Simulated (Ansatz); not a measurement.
Sb (A7 type, space group R-3m)

```
CELL_PARAMETERS angstrom
      2.13423     1.23220     3.57258
     -2.13423     1.23220     3.57258
      0.00000    -2.46440     3.57258
ATOMIC_POSITIONS crystal
  Sb 0.23890 0.23890 0.23890
  Sb 0.76110 0.76110 0.76110
```

In this cell atom 2 (Sb, nearest neighbour Sb at 2.910 Å; its periodic images, 4.3 Å or more away, move with it) is moved by u·(1.000, 0.000, 0.000) + v·(0.000, 0.000, 1.000); the rest is frozen.

Method: PBEsol-D3(BJ) (plane waves to 420 eV, PAW, scalar-relativistic; Ansatz, a first-principles code). k mesh 11×11×11 (Γ-centred), Fermi-Dirac smearing 0.05 eV. Points where atoms come too close for the PAW data are left out (x in tables, blank in figures). With partly filled bands, energies and forces of such displacements shift with the k mesh and the smearing. Fu and Fv are the components of the force on the atom. Sb was relaxed with its symmetry unable to fall. Spin-orbit coupling is left out, though Sb is heavy. The last digit holds for this mesh only.

Changes of Fv (eV/Å) from the point u = 0.000 Å, v = 0.000 Å when one coordinate moves alone (two changes are said to add if the coupling is within 5 % of the smaller one, nearly so within 20 %):

```
point                      change
-------------------------  ------
u = 0.000 Å, v = -0.960 Å   2.828
u = 0.000 Å, v = -0.640 Å   0.834
u = 0.000 Å, v = -0.320 Å  -0.206
u = -0.960 Å, v = 0.000 Å  -3.857
u = -0.640 Å, v = 0.000 Å  -1.994
u = -0.320 Å, v = 0.000 Å  -0.709
u = 0.320 Å, v = 0.000 Å   -0.709
u = 0.640 Å, v = 0.000 Å   -1.994
u = 0.960 Å, v = 0.000 Å   -3.857
u = 0.000 Å, v = 0.320 Å   -1.847
u = 0.000 Å, v = 0.640 Å   -3.478
u = 0.000 Å, v = 0.960 Å   -3.248
```

**Question.** What is the change at u = -0.960 Å, v = 0.320 Å, where both move, and how far is it from the sum?

**Answer.** The sum of the single changes is -3.857 + (-1.847) = -5.704; the calculation gives -9.732, so the coupling contributes -4.028 (over 20 % of the smaller single change, not additive).

**Question.** What is the change at u = -0.640 Å, v = -0.320 Å, where both move, and how far is it from the sum?

**Answer.** The sum of the single changes is -1.994 + (-0.206) = -2.200; the calculation gives 0.674, so the coupling contributes 2.874 (over 20 % of the smaller single change, not additive).

**Question.** What is the change at u = 0.640 Å, v = 0.640 Å, where both move, and how far is it from the sum?

**Answer.** The sum of the single changes is -1.994 + (-3.478) = -5.472; the calculation gives -7.539, so the coupling contributes -2.067 (over 20 % of the smaller single change, not additive).

(A displaced cell: forces are minus the slopes of the energy, force constants its curvatures, and phonons follow from these.)
